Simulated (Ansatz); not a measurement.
# Ag$_{2}$As (CdCl2 type) under strong compression

```xyz
3
Lattice="1.5293 -0.8829 6.8097 0.0000 1.7659 6.8097 -1.5293 -0.8829 6.8097" Properties=species:S:1:pos:R:3 pbc="T T T"
As    0.0000    0.0000    0.0000
Ag    0.0000    0.0000    4.5491
Ag    0.0000    0.0000   15.8799
```

The cell comes from a relaxation on PAW files under the same functional, begun from a prototype that needn't be the stable phase.

Its volume is scaled, and at each volume shape and atoms are relaxed on PAW files; all methods then take that cell.

Computed with Ansatz 0.2.0; functional PBE, scalar-relativistic. Settings: a Γ-centred 13×13×13 k mesh, Fermi–Dirac smearing of 0.05 eV, no spin polarisation. Methods: LAPW: all electrons, basis error target 0.5 meV/atom; PAW: frozen-core files, cutoff 420 eV.

Energies are extrapolated to zero smearing and count from the unscaled cell; pressure is positive in compression; gaps take the mesh and a band path. No temperature or zero-point motion is included.

| V/V0 | V (Å³/atom) | P LAPW (GPa) | ΔE LAPW (eV/atom) | P PAW − LAPW (GPa) | ΔE PAW − LAPW (meV/atom) | space group | shortest distance (Å) |
| --- | --- | --- | --- | --- | --- | --- | --- |
| 1.00 | 18.39 | -0.01 | 0.000 | 0.00 | 0.0 | R-3m | 2.869 |
| 0.90 | 16.55 | 11.82 | 0.061 | 0.02 | 0.1 | R-3m | ? |
| 0.70 | 12.87 | 77.3 | 0.921 | 0.05 | 0.9 | R-3m | 2.573 |

Question: What belongs in the row "0.90", column "shortest distance (Å)"?

Answer: 2.786.

Question: From the table, what is the rise of the enthalpy H = E + pV up to the last row, and how stiff is the crystal between the last two rows?

Answer: ΔH = 0.921 eV + (77.3 GPa × 12.87 Å³ + 0.01 GPa × 18.39 Å³) × 0.006242 eV/(GPa·Å³) = 7.13 eV/atom, of which pV makes 87 %. The mean bulk modulus there is −ΔP/Δln V = 260 GPa.

Question: How do the Löwdin populations by LAPW change from the unscaled cell to the last row?

Answer: As 4s 1.91 → 1.80, As 4p 3.48 → 3.58, Ag 4d 9.84 → 9.79 electrons an atom. These are projections on the shells that the free atoms fill; 0.26 e a cell lies outside them at the start and 0.34 e at the end.
